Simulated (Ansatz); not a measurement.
Relaxing Y

Theory: DFT r2SCAN, scalar-relativistic, plane waves, PAW in Ansatz. Cutoff 500 eV, Γ-centred k mesh, Gaussian smearing, no spin polarisation in the final step.

The start puts Y on the simple hexagonal structure type (P6/mmm, No. 191), at a guessed volume.

```
CELL_PARAMETERS angstrom
3.48056 0.00000 0.00000
-1.74028 3.01425 0.00000
0.00000 0.00000 3.25214
ATOMIC_POSITIONS crystal
Y 0.00000 0.00000 0.00000
```

Cell and atoms relax at zero pressure; the relaxation can't lower the symmetry of the start.

Task: Which crystal results?

Result: It keeps P6/mmm (No. 191). The result has the simple hexagonal structure. Conventional cell: a = 3.444 Å, c = 3.301 Å. Y is coordinated by 8 Y at 3.30–3.44 Å.

```
Y
1.0
     3.44369    0.00000    0.00000
    -1.72184    2.98232    0.00000
     0.00000    0.00000    3.30143
Y
1
Cartesian
  0.0000 0.0000 0.0000
```

Task: What are its volume, density and gap?

Result: The volume per atom is 33.91 Å³. The density is 4.35 g/cm³ and the gap on the 18×18×18 mesh is 0 eV (a metal).

The final run used a 18×18×18 mesh on its 1-atom cell and 0.10 eV smearing. A structure relaxed within its symmetry needn't be a true minimum.